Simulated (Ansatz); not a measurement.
HfO2, first-principles data

HfO₂:
```cif
data_Hf4O8
_chemical_formula_sum 'Hf4 O8'
_space_group_name_H-M_alt 'Fm-3m'
_space_group_IT_number 225
_space_group_name_Hall '-F 4 2 3'
_cell_length_a 5.00103
_cell_length_b 5.00103
_cell_length_c 5.00103
_cell_angle_alpha 90.000
_cell_angle_beta 90.000
_cell_angle_gamma 90.000
loop_
_atom_site_label
_atom_site_type_symbol
_atom_site_symmetry_multiplicity
_atom_site_Wyckoff_symbol
_atom_site_fract_x
_atom_site_fract_y
_atom_site_fract_z
_atom_site_occupancy
Hf1 Hf 4 a 0.00000 0.00000 0.00000 1
O1 O 8 c 0.25000 0.25000 0.25000 1
```
(The calculation used a cell of 3 atoms; values per cell refer to that cell.)

Space group Fm-3m (No. 225), fluorite; conventional cell a = b = c = 5.001 Å, α = β = γ = 90.00°.

Method: DFT-LDA in the program Ansatz with PAW potentials. Structure relaxed to zero pressure with the same functional. Other levels are named where they apply.

### Cell and energy

| Property | Result |
|---|---|
| Volume per atom | 10.42 Å³ |
| Density | 11.18 g/cm³ |
| Formation energy from the elements (no fitted shifts) | -3.61 eV/atom |

### Electronic structure

| Property | Result |
|---|---|
| Band gap | 3.66 eV (direct) |
| Valence-band maximum | at X |
| Conduction-band minimum | at X (3 equivalent valleys) |
| Electron effective mass | 0.68, 0.68, 1.1 mₑ (principal values) |
| Hole effective mass | 0.28, 3.0, 3.0 mₑ (principal values) |

### Mechanics

| Item | Result |
|---|---|
| Bulk modulus (Birch–Murnaghan fit) | 2820 kbar |
| Pressure derivative B′ | 4.2 |
| Elastic constants (relaxed ions, GPa) | C11 = 606, C12 = 120, C44 = 75.0 |
| Mechanical stability | stable (all eigenvalues of C positive) |
| Hill bulk and shear moduli | 282 and 123 GPa |
| Young's modulus | 322 GPa |
| Poisson's ratio | 0.31 |
| Debye temperature from the elastic constants | 506 K |

### Dielectric response

| Item | Result |
|---|---|
| Electronic dielectric constant ε∞ (DFPT) | 5.40 |
| Static dielectric constant ε0 (ions relaxed, cell fixed) | 34.7 |
| Born charges (a third of the trace) | Hf +5.59, O -2.79 e |

### Phonons

| Item | Result |
|---|---|
| Highest zone-centre frequency (without LO–TO term) | 596 cm⁻¹ |
| Zone-centre stability | no imaginary mode at Γ |
| Dynamical stability on the path | unstable, down to 156i cm⁻¹ |

This is a known high-temperature phase of the composition, computed here at zero pressure and temperature. Symmetry was held in the LDA relaxation. The run is not spin-polarised. The references are the lowest solids computed at this level, not always the standard phases (solids in place of the gases). Spin–orbit coupling is left out wherever it is not named.

Potentials: the later of the program's two PAW sets.
